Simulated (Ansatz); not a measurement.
Cell and atoms are relaxed with the symmetry kept. Start:

```cif
data_structure
_symmetry_space_group_name_H-M 'P 1'
_symmetry_Int_Tables_number 1
_cell_length_a 3.8409
_cell_length_b 3.8409
_cell_length_c 3.8409
_cell_angle_alpha 90.000
_cell_angle_beta 90.000
_cell_angle_gamma 90.000
_cell_volume 56.66
loop_
_atom_site_label
_atom_site_type_symbol
_atom_site_fract_x
_atom_site_fract_y
_atom_site_fract_z
_atom_site_occupancy
Sr1 Sr 0.50000 0.50000 0.50000 1
V1 V 0.00000 0.00000 0.00000 1
O1 O 0.50000 0.00000 0.00000 1
O2 O 0.00000 0.50000 0.00000 1
O3 O 0.00000 0.00000 0.50000 1
```

Level of theory: DFT r2SCAN, scalar-relativistic, plane waves, PAW in Ansatz.

Settings: cutoff 500 eV, Γ-centred mesh 10×10×10 on the computed 5-atom cell, Gaussian smearing of 0.10 eV; collinear spin from starting moments 0 0.76 0 0 0 μB.

Q: What does it relax to?

A: The volume is unchanged to within 0.01 Å³/atom to 11.33 Å³/atom, and the energy changes by under 0.1 meV/atom. The cell ends with a moment of 1.00 μB (only this magnetic start was tried). Final structure:
```yaml
crystal:
  lattice:
    - [3.84090, 0.00000, 0.00000]
    - [0.00000, 3.84090, 0.00000]
    - [0.00000, 0.00000, 3.84090]
  atoms:
    - { symbol: Sr, position: [0.50000, 0.50000, 0.50000] }
    - { symbol: V, position: [0.00000, 0.00000, 0.00000] }
    - { symbol: O, position: [0.50000, 0.00000, 0.00000] }
    - { symbol: O, position: [0.00000, 0.50000, 0.00000] }
    - { symbol: O, position: [0.00000, 0.00000, 0.50000] }
```

The state reached may not be the lowest one. The cell holds one magnetic atom, so it can only be ferromagnetic; an antiferromagnetic order may lie lower.

Symmetry holds off the tilts and polar distortions that many cubic perovskites undergo.

Cost: 1 run of about 2.1 core-minutes, on Arm Neoverse N1 (shared hosts).